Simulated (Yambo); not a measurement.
Yambo run on AgI (wurtzite, space group P6_3mc, No. 186). The wavefunctions are LDA (Quantum ESPRESSO, PseudoDojo norm-conserving, 86 Ry, scalar-relativistic) ones on a 3×3×2 mesh (26 occupied bands); a = b = 4.4822 Å, c = 7.3340 Å, α = β = 90.00°, γ = 120.00°.

Yambo input:

```
rim_cut
gw0
dyson
el_el_corr
HF_and_locXC
ppa
em1d
RandQpts= 1000000
RandGvec= 1 Ry
FFTGvecs= 50 Ry
EXXRLvcs= 86 Ry
VXCRLvcs= 344 Ry
Chimod= "HARTREE"
% BndsRnXp
 9 | 204 |
%
NGsBlkXp= 7 Ry
% LongDrXp
 1.0 | 1.0 | 1.0 |
%
PPAPntXp= 27.2114 eV
% GbndRnge
 1 | 204 |
%
GTermKind= "BG"
DysSolver= "n"
ExtendOut
% QPkrange
 1 | 1 | 26 | 27 |
%
```

k points by index: 1 = Γ.

Table of the .qp output:

```
#    K-point    Band    Eo [eV]    E [eV]    E-Eo [eV]    Vxc [eV]    Vnlxc [eV]    Sc|Eo [eV]    Sc|E [eV]    dSc/dw|Eo [eV]    Re(Z)    Im(Z)
#
    1    26    0.000000    -0.720377    -0.720377    -17.29515    -20.75194    2.551225    2.736410    -6.993995    0.795527    -0.001390
    1    27    1.088881    1.632269    0.543387    -9.861906    -5.479105    -3.721291    -3.839414    -5.913947    0.821466    -0.001291
```
(The two width columns are left out.) Convergence of these settings isn't established.

Spin-orbit coupling is not included.

Geometry relaxed with LDA.
